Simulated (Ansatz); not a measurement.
## What internal relaxation does to the elastic constants of In2O

These are results of DFT LDA, scalar-relativistic, plane waves, PAW in Ansatz, not measurements. Plane waves to 420 eV; Γ-centred k mesh 12×12×4; Fermi-Dirac smearing of 0.15 eV. No spin polarisation.

Equilibrium structure at this level:
```yaml
crystal:
  lattice:
    - [3.30822, 0.00000, 0.00000]
    - [-1.65411, 2.86501, 0.00000]
    - [0.00000, 0.00000, 12.32997]
  atoms:
    - { symbol: In, position: [0.00000, 0.00000, 0.38299] }
    - { symbol: In, position: [0.00000, 0.00000, 0.61701] }
    - { symbol: In, position: [0.66667, 0.33333, 0.11410] }
    - { symbol: In, position: [0.33333, 0.66667, 0.88590] }
    - { symbol: O, position: [0.66667, 0.33333, 0.30245] }
    - { symbol: O, position: [0.33333, 0.66667, 0.69755] }
```

The cell was built by swapping an element in a database structure (itself possibly hypothetical) and relaxing; it need not be the stable form of this composition. In a metal, frequencies and elastic constants depend on the k mesh and the smearing, soft modes and shear constants most. A semilocal functional can close a gap that the real compound has.

Clamped-ion constants (GPa, Voigt order; atoms follow the strain homogeneously):
C11 = 124.1, C12 = 62.8, C13 = 46.3, C14 = -16.9, C22 = 124.1, C23 = 46.3, C24 = 16.9, C33 = 150.2, C44 = 28.9, C55 = 28.9, C56 = -16.9, C66 = 30.7 GPa; the others vanish.

Problem. What are the constants once the atoms relax in each strained cell?

Solution.
C11 = 79.0, C12 = 38.8, C13 = 40.4, C14 = -4.2, C22 = 79.0, C23 = 40.4, C24 = 4.2, C33 = 107.8, C44 = 5.1, C55 = 5.1, C56 = -4.2, C66 = 20.1 GPa; the others vanish.
The Voigt shear modulus goes from 33.9 to 15.8 GPa and the Voigt bulk modulus from 78.8 to 56.1 GPa. Relaxation subtracts ΛᵀK⁻¹Λ/V, with Λ the forces that a strain puts on the atoms and K the zone-centre force constants. At a stable cell this can only lower the diagonal constants, and it acts only for strains that share their symmetry with an optical mode; elsewhere, and where the coupling is weak, the constants hardly move.

Cost: 2 runs of about 20 core-minutes in all, on Intel Xeon 6975P-C (Granite Rapids), Arm Neoverse V2 (shared hosts).